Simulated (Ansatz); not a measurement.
Relaxation of a generated cell, Si2Mo placed in the C49 structure type; 6 atoms in the cell, which starts as Cmcm (No. 63), oS12; a = 3.5089 Å, b = 13.8474 Å, c = 3.4524 Å, α = 90.00°, β = 90.00°, γ = 90.00°. These are PBEsol (plane waves to 420 eV, PAW, scalar-relativistic; Ansatz, a program for electronic structure) values and carry that method's errors. Γ-centred k-mesh 7×7×7 on the run's cell (coarser than for final values), Fermi–Dirac smearing 0.05 eV. This is the first round of the run. 

The optimiser's lines from the output (shortened; P is positive under compression):

```
relax step   1: F+E_penalty+E_count = -12281.87877925 eV  Δ(F+E_penalty+E_count) = +0.000e0 eV  max|allowed force component| = 1.506e0 eV/Å  Δτ_max = 0.0000 Å  P = -1.721 GPa  Ω = 83.875 Å³  (8 SCF iters, dr2 threshold 1.00e-7 eV, accepted)
relax step   2: F+E_penalty+E_count = -12282.15864029 eV  Δ(F+E_penalty+E_count) = -2.799e-1 eV  max|allowed force component| = 1.263e-1 eV/Å  Δτ_max = 0.1233 Å  P = +2.761 GPa  Ω = 82.500 Å³  (6 SCF iters, dr2 threshold 6.00e-7 eV, accepted)
relax step   3: F+E_penalty+E_count = -12282.19659937 eV  Δ(F+E_penalty+E_count) = -3.796e-2 eV  max|allowed force component| = 1.386e-1 eV/Å  Δτ_max = 0.0276 Å  P = -0.819 GPa  Ω = 84.442 Å³  (6 SCF iters, dr2 threshold 6.00e-7 eV, accepted)
relax step   4: F+E_penalty+E_count = -12282.21822432 eV  Δ(F+E_penalty+E_count) = -2.162e-2 eV  max|allowed force component| = 1.406e-1 eV/Å  Δτ_max = 0.0345 Å  P = -0.749 GPa  Ω = 84.366 Å³  (6 SCF iters, dr2 threshold 6.00e-7 eV, accepted)
relax step   5: F+E_penalty+E_count = -12282.27356945 eV  Δ(F+E_penalty+E_count) = -5.535e-2 eV  max|allowed force component| = 1.911e-1 eV/Å  Δτ_max = 0.0488 Å  P = -1.063 GPa  Ω = 83.572 Å³  (6 SCF iters, dr2 threshold 6.00e-7 eV, accepted)
relax step   6: F+E_penalty+E_count = -12282.37049240 eV  Δ(F+E_penalty+E_count) = -9.692e-2 eV  max|allowed force component| = 2.029e-2 eV/Å  Δτ_max = 0.0861 Å  P = +0.434 GPa  Ω = 81.361 Å³  (6 SCF iters, dr2 threshold 6.00e-7 eV, accepted)
relax step   7: F+E_penalty+E_count = -12282.37064889 eV  Δ(F+E_penalty+E_count) = -1.565e-4 eV  max|allowed force component| = 1.266e-1 eV/Å  Δτ_max = 0.0223 Å  P = -0.041 GPa  Ω = 81.748 Å³  (6 SCF iters, dr2 threshold 6.00e-7 eV, accepted)
relax step   8: F+E_penalty+E_count = -12282.37116184 eV  Δ(F+E_penalty+E_count) = -5.129e-4 eV  max|allowed force component| = 2.086e-1 eV/Å  Δτ_max = 0.0222 Å  P = -0.140 GPa  Ω = 81.958 Å³  (6 SCF iters, dr2 threshold 6.00e-7 eV, accepted)
relax step   9: F+E_penalty+E_count = -12282.37507976 eV  Δ(F+E_penalty+E_count) = -3.918e-3 eV  max|allowed force component| = 2.770e-2 eV/Å  Δτ_max = 0.0206 Å  P = +0.233 GPa  Ω = 81.584 Å³  (6 SCF iters, dr2 threshold 6.00e-7 eV, accepted)
relax step  10: F+E_penalty+E_count = -12282.37532735 eV  Δ(F+E_penalty+E_count) = -2.476e-4 eV  max|allowed force component| = 1.740e-3 eV/Å  Δτ_max = 0.0029 Å  P = -0.020 GPa  Ω = 81.704 Å³  (6 SCF iters, dr2 threshold 5.06e-7 eV, accepted)
relax step  11: F+E_penalty+E_count = -12282.37533008 eV  Δ(F+E_penalty+E_count) = -2.731e-6 eV  max|allowed force component| = 6.169e-5 eV/Å  Δτ_max = 0.0003 Å  P = +0.001 GPa  Ω = 81.700 Å³  (6 SCF iters, dr2 threshold 2.06e-9 eV, accepted)
relax step  12: F+E_penalty+E_count = -12282.37580367 eV  Δ(F+E_penalty+E_count) = -4.736e-4 eV  max|allowed force component| = 2.828e-4 eV/Å  Δτ_max = 0.0000 Å  P = +0.029 GPa  Ω = 81.700 Å³  stress off target by 6.93e-2 GPa  SCF on the basis re-selected at this cell (its energy is not comparable with the rows above)  (6 SCF iters)
relax step  13: F+E_penalty+E_count = -12282.37580887 eV  Δ(F+E_penalty+E_count) = -5.200e-6 eV  max|allowed force component| = 6.799e-4 eV/Å  Δτ_max = 0.0004 Å  P = -0.002 GPa  Ω = 81.708 Å³  (6 SCF iters, dr2 threshold 1.20e-8 eV, accepted)
relax step  14: F+E_penalty+E_count = -12282.37580908 eV  Δ(F+E_penalty+E_count) = -2.165e-7 eV  max|allowed force component| = 6.797e-4 eV/Å  Δτ_max = 0.0000 Å  P = -0.002 GPa  Ω = 81.708 Å³  stress off target by 3.06e-3 GPa  SCF on the basis re-selected at this cell (its energy is not comparable with the rows above)  (8 SCF iters)
```

From the first to the last row the energy changes by -0.08 eV/atom and the volume by -2.6 %. The last row is marked as not comparable with the walk above it, whose basis was carried along; it does compare with step 1, since both stand on a basis selected at the nominal cutoff for their own cell.

Later rounds, restarted from the end of this one on a renewed k-mesh, logged 7 more steps and released under 0.01 eV/atom more. The final structure after all rounds: Cmcm (No. 63), oS12, AFLOW prototype A2B_oC12_63_2c_c (C49, as in ZrSi2); a = 3.954 Å, b = 12.657 Å, c = 3.264 Å, α = β = γ = 90.00°. Between re-selections the logged energies stand on a plane-wave basis carried along with the cell. No spin polarisation in the result.

The run could not lose the symmetry of its start, so the end can be a saddle point.

The relaxed structure here is a generated cell of Si2Mo: the first start was made by placing the elements on the sites of a structure type, and the end was not matched to a known phase here, so it may be hypothetical. Known forms of Si2Mo include space group No. 139.
